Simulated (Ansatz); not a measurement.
Sheets of one type (M2XT2 MXene (fcc sites)-type), the program Ansatz at the PBE level (PAW); HSE06 gaps on those cells.

```json
[
 {"layer": "Cr2F2N", "a (Å)": "___", "thickness (Å)": "___"},
 {"layer": "Cr2CF2", "a (Å)": "3.039", "thickness (Å)": "4.42"},
 {"layer": "Ti2F2N", "a (Å)": "3.061", "thickness (Å)": "4.63"},
 {"layer": "Nb2F2N", "a (Å)": "2.915", "thickness (Å)": "5.78"},
 {"layer": "Hf2F2N", "a (Å)": "3.266", "thickness (Å)": "4.97"},
 {"layer": "Ta2F2N", "a (Å)": "2.870", "thickness (Å)": "6.00"}
]
```

Q: What belongs in the gaps?

A: 
- Cr2F2N, a (Å): 3.020
- Cr2F2N, thickness (Å): 4.51

Spin orders computed, not proven ground states: Cr2F2N, M2XT2 MXene (fcc sites)-type layer antiferromagnetic; Cr2CF2, M2XT2 MXene (fcc sites)-type layer antiferromagnetic. Began spin-polarised and lost the moments: Ti2F2N, M2XT2 MXene (fcc sites)-type layer; Nb2F2N, M2XT2 MXene (fcc sites)-type layer; Hf2F2N, M2XT2 MXene (fcc sites)-type layer; Ta2F2N, M2XT2 MXene (fcc sites)-type layer. All cells were relaxed under the symmetry of their starts (and spin orders); stability against distortions was not tested throughout. No Hubbard U is applied. Scalar-relativistic: spin–orbit coupling is off unless named, which matters more the heavier the elements. Constructed layers (a layer type filled with these elements): Cr2F2N, M2XT2 MXene (fcc sites)-type layer; Cr2CF2, M2XT2 MXene (fcc sites)-type layer; Ti2F2N, M2XT2 MXene (fcc sites)-type layer; Nb2F2N, M2XT2 MXene (fcc sites)-type layer; Hf2F2N, M2XT2 MXene (fcc sites)-type layer; Ta2F2N, M2XT2 MXene (fcc sites)-type layer.

Potentials: the later of the program's two PAW sets.
